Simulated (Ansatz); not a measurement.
Cr:
```yaml
crystal:
  lattice:
    - [2.86571, 0.00000, 0.00000]
    - [0.00000, 2.86571, 0.00000]
    - [0.00000, 0.00000, 2.86571]
  atoms:
    - { symbol: Cr, position: [0.00000, 0.00000, 0.00000], spin: 1.1 }
    - { symbol: Cr, position: [0.50000, 0.50000, 0.50000], spin: -1.1 }
```

Relaxed with PBE. Special points in fractions of this cell's reciprocal vectors: Γ (0.000, 0.000, 0.000); X (0.000, 0.500, 0.000); M (0.500, 0.500, 0.000); R (0.500, 0.500, 0.500).

**Question.** List the band energies nearest the Fermi level at these points for DFT-PBE in the program Ansatz with PAW potentials.

**Answer.** In eV from the Fermi level; about four levels below and three above (degenerate sets whole), none deeper than 8.9 eV; points with the same levels are listed once.

```csv
k,below,above
Γ ↑,-4.16 -4.16 -0.86 -0.86 -0.86,1.27 1.27 2.63 2.63 2.63
X ↑,-2.01 -1.30 -0.77 -0.77,0.21 0.21 0.25
M ↑,-4.37 -4.24 -2.35 -2.35,1.08 1.08 1.14
R ↑,-2.54 -2.54 -2.54 -1.87 -1.87 -1.87,1.21 1.21 2.08 2.08
```

Space group Im-3m (bcc (W type)). The PBE relaxation kept the symmetry of its start, as lowered by the spin order. Magnetic state: antiferromagnetic, chosen from 3 collinear starts compared on coarse meshes (ties went to the first, and starts can fall back to one state), not a proven ground state. Textbook magnetic order: a spin-density-wave antiferromagnet. Point labels and valley counts follow the cell and symmetry of the run, lower than the named group.

Potentials: the later of the program's two PAW sets.
